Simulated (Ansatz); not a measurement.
An ordered 8-atom cell of B4AsN3 on the zincblende lattice (I-42m) at its r2SCAN geometry, run in Ansatz 0.2.0 at 2 levels of theory. The cell comes from a prototype generator: it can be a known phase or a hypothetical one. No magnetic order is allowed.

The PBE+SOC input:
```yaml
crystal:
  lattice:
    - [-1.9747851057, 1.9747851057, 3.9215573684]
    - [1.9747851057, -1.9747851057, 3.9215573684]
    - [1.9747851057, 1.9747851057, -3.9215573684]
  atoms:
    - { symbol: "N", position: [0.25, 0.75, 0.5] }
    - { symbol: B, position: [0.8533537119, 0.4188893873, 0.0] }
    - { symbol: "N", position: [0.5, 0.5, 0.0] }
    - { symbol: B, position: [0.1466462881, 0.1466462881, 0.5655356754] }
    - { symbol: "N", position: [0.75, 0.25, 0.5] }
    - { symbol: B, position: [0.4188893873, 0.8533537119, 0.0] }
    - { symbol: As, position: [0.0, 0.0, 0.0] }
    - { symbol: B, position: [0.5811106127, 0.5811106127, 0.4344643246] }
kpoints:
  mp_grid: { grid: [10, 10, 10] }
  band_path:
    path:
      - [0.0, 0.0, 0.0]
      - [0.0, 0.0, 0.5]
      - [0.25, 0.25, 0.25]
      - [0.0, 0.5, 0.0]
      - [0.5, 0.5, -0.5]
      - [0.3133961011, 0.6866038989, -0.3133961011]
      - [-0.3133961011, 0.3133961011, 0.3133961011]
      - [-0.1267922022, 0.1267922022, 0.5]
      - [0.5, 0.5, -0.1267922022]
    npoints: 1
hamiltonian:
  xc: pbe
scf:
  occupations: { method: fixed }
  n_extra_bands: 12
magnetization:
  noncollinear: true
  spin_orbit: true
output:
  forces: true
  stress: true
  eigenvalues: true
```

Main results, then, where recorded, the levels near the gap in eV from the Fermi energy (columns number the bands from 0), one row a point of the path (Γ, X, P, N, M, S, S₀, R, G):
```
Crystal: 8 atoms, lattice volume = 61.173 Å³
Symmetry: 8 space group operations + 8 with time reversal
Magnetic group: BNS 121.328 (UNI 988)
```
```
Basis set: ecut = 420 eV, 1201 PW (Γ)
Bands: 54, of which v1, the nominal top of the filled ones, is band 42 counted from 1 (41 counted from 0)
k-points: 102 of 1000 (time reversal used)
Free energy (F): -6634.434630 eV
Fermi energy:    11.864937 eV
--- Forces (eV/Å), atoms counted from 1 ---
  atom   1  N       0.00000      0.00000      0.00000
  atom   2  B       0.13893    -0.13893      0.16127
  atom   3  N       0.00000      0.00000      0.00000
  atom   4  B       0.13893      0.13893    -0.16127
  atom   5  N       0.00000      0.00000      0.00000
  atom   6  B     -0.13893      0.13893      0.16127
  atom   7  As      0.00000      0.00000      0.00000
  atom   8  B     -0.13893    -0.13893    -0.16127
--- Stress (GPa, compression-positive) ---
        3.198109       0.000000       0.000000
        0.000000       3.198109       0.000000
        0.000000       0.000000       2.799018
  P = ⅓ Tr σ = 3.0651 GPa (30.651 kbar)
```
```tsv
band_36	band_37	band_38	band_39	band_40	band_41	band_42	band_43	band_44	band_45	band_46	band_47
-0.495	-0.495	-0.091	-0.091	0.000	0.000	1.845	1.845	5.028	5.028	6.348	6.348
-1.637	-1.637	-0.837	-0.837	-0.364	-0.364	5.226	5.226	5.729	5.729	6.230	6.230
-2.176	-2.176	-0.773	-0.773	-0.671	-0.671	5.902	5.902	5.973	5.973	5.973	5.973
-2.898	-2.898	-2.785	-2.785	-1.178	-1.178	4.856	4.856	6.161	6.161	6.551	6.551
-2.662	-2.662	-1.532	-1.532	-1.416	-1.416	2.355	2.355	2.894	2.894	3.071	3.071
-2.890	-2.854	-1.690	-1.684	-1.450	-1.416	3.453	3.453	5.692	5.697	6.262	6.268
-2.890	-2.854	-1.690	-1.684	-1.450	-1.416	3.453	3.453	5.692	5.697	6.262	6.268
-1.788	-1.733	-1.228	-1.133	-0.967	-0.955	5.341	5.344	6.125	6.138	6.334	6.336
-1.788	-1.733	-1.228	-1.133	-0.967	-0.955	5.341	5.344	6.125	6.138	6.334	6.336
```

With PBE+SOC the gap is 1.85 eV and direct, at Γ.

Q: In the first input these blocks are replaced (the band path and keys that only write files left aside):
```yaml
kpoints:
  mp_grid: { grid: [6, 6, 6] }
hamiltonian:
  xc: pbe0
scf:
  occupations: { method: fixed }
  n_extra_bands: 6
```
(magnetization left out)
What comes out?

A:
```
Basis set: ecut = 420 eV, 1201 PW (Γ)
Bands: 27, of which v1, the nominal top of the filled ones, is band 21 counted from 1 (20 counted from 0)
k-points: 30 of 216 (time reversal used)
hybrid outer 1: dexx = +1.747e-2 eV, tail = 7.61e-5 eV
hybrid outer 2: dexx = +9.961e-7 eV, tail = 3.73e-8 eV, Δε = 2.27e-3 eV, ΔF = 6.12e-4 eV/Å
Free energy (F): -6636.209848 eV
Fermi energy:    10.799656 eV
--- Forces (eV/Å), atoms counted from 1 ---
  atom   1  N       0.00000      0.00000      0.00000
  atom   2  B       0.08851    -0.08851      0.11838
  atom   3  N       0.00000      0.00000      0.00000
  atom   4  B       0.08851      0.08851    -0.11838
  atom   5  N       0.00000      0.00000      0.00000
  atom   6  B     -0.08851      0.08851      0.11838
  atom   7  As      0.00000      0.00000      0.00000
  atom   8  B     -0.08851    -0.08851    -0.11838
--- Stress (GPa, compression-positive) ---
       -3.391513       0.000000       0.000000
        0.000000      -3.391513       0.000000
        0.000000       0.000000      -3.684434
  P = ⅓ Tr σ = -3.4892 GPa (-34.892 kbar)
```
```tsv
band_18	band_19	band_20	band_21	band_22	band_23
-0.467	0.000	0.000	3.664	7.004	8.528
-1.715	-0.862	-0.337	7.288	7.710	8.439
-2.305	-0.728	-0.728	7.921	8.135	8.135
-3.046	-3.014	-1.211	6.924	8.189	8.735
-2.836	-1.525	-1.525	4.201	4.712	4.973
-3.061	-1.786	-1.494	5.366	7.780	8.482
-3.061	-1.786	-1.494	5.366	7.780	8.482
-1.849	-1.206	-1.006	7.427	8.341	8.384
-1.849	-1.206	-1.006	7.427	8.341	8.384
```
PBE0 gives a direct gap of 3.66 eV at Γ. The mean pressure at these positions is -3.5 GPa, compression counted positive. (The program warns that its thresholds are loose for a hybrid's stress.)

Small level splittings and stresses of the hybrids carry the error of their coarser meshes.

Totals of different functionals, or with and without spin-orbit coupling, can't be compared.

Only the levels marked +SOC include spin-orbit coupling.
